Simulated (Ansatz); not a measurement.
Ag:
```
CELL_PARAMETERS angstrom
     -1.61289     1.61289     1.61289
      1.61289    -1.61289     1.61289
      1.61289     1.61289    -1.61289
ATOMIC_POSITIONS crystal
  Ag 0.00000 0.00000 0.00000
```

Relaxed with PBEsol. Special points in fractions of this cell's reciprocal vectors: Γ (0.000, 0.000, 0.000); H (0.500, -0.500, 0.500); N (0.000, 0.000, 0.500); P (0.250, 0.250, 0.250).

List the band energies nearest the Fermi level at these points for DFT-PBEsol in the program Ansatz with PAW potentials.

In eV from the Fermi level; about four levels below and three above (degenerate sets whole), none deeper than 8.9 eV; … stands for higher levels left out; points with the same levels are listed once.

| k | below | above |
|---|---|---|
| Γ | -4.93 -4.93 -4.93 -3.54 -3.54 | … |
| H | -6.44 -6.44 -2.74 -2.74 -2.74 | … |
| N | -3.60 -3.41 -2.49 -0.18 | 4.25 … |
| P | -5.26 -5.26 -5.26 -3.38 -3.38 | 5.78 … |

Space group Im-3m (bcc (W type)). The workflow started from a Materials Project entry (that database holds measured and hypothetical structures alike); the Crystallography Open Database copy checked does not list it. It is not the phase usual at ambient conditions (space group No. 225). Symmetry was held in the PBEsol relaxation. At this level the phase is mechanically unstable. No spin polarisation was allowed. Scalar-relativistic: spin–orbit coupling is off unless named, which matters more the heavier the elements.

Potentials: the earlier of the program's two PAW sets. The files were generated under PBE; for other functionals the program regenerates the frozen cores, and for LDA and PBEsol the local potential too.
